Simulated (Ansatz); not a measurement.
W (Im-3m), random displacements

Method: DFT PBEsol, scalar-relativistic, plane waves, PAW (Ansatz). Cutoff 420 eV, Γ-centred 10×10×10 k-points, Gaussian smearing of 0.15 eV. Spin–orbit coupling is left out, which can shift energies with elements as heavy as these. No spin polarisation. Energies are free energies at this smearing, counted from the undisturbed cell; pressure is positive in compression.

The undisturbed cell (as given, not relaxed at this level):

```
W
1.0
     3.19460    3.19460   -3.19460
    -3.19460   -3.19460   -3.19460
    -3.19460    3.19460    3.19460
W
8
Direct
  0.00000 0.50000 0.00000
  0.50000 0.50000 0.00000
  0.00000 0.50000 0.50000
  0.50000 0.50000 0.50000
  0.00000 0.00000 0.00000
  0.50000 0.00000 0.00000
  0.00000 0.00000 0.50000
  0.50000 0.00000 0.50000
```

The atoms are displaced (Å, in the unstrained cell):

```csv
atom,ux,uy,uz
W1,-0.064,0.080,-0.193
W2,-0.158,0.219,0.198
W3,-0.182,-0.166,0.434
W4,0.070,0.042,-0.529
W5,0.216,-0.317,0.266
W6,-0.070,-0.264,-0.065
W7,0.063,0.338,-0.127
W8,0.124,0.068,0.015
```

The cell is not strained.

Task: What are the energy change, the stress and the forces?

Result: ΔE = 1663.3 meV/atom; stress (xx, yy, zz, yz, xz, xy; compression positive) (51.37, 51.04, 16.29, -5.78, -2.19, -5.18) GPa.
```csv
atom,Fx (eV/Å),Fy,Fz
W1,0.12,-0.22,3.09
W2,5.34,-7.72,-6.91
W3,11.56,10.83,-6.84
W4,-5.66,-10.22,17.06
W5,-10.87,9.19,-5.10
W6,1.79,3.10,2.20
W7,-0.20,-3.17,-1.06
W8,-2.07,-1.79,-2.44
```

Cost: 1 run of about 7.4 core-minutes, on Arm Neoverse V1 (shared hosts).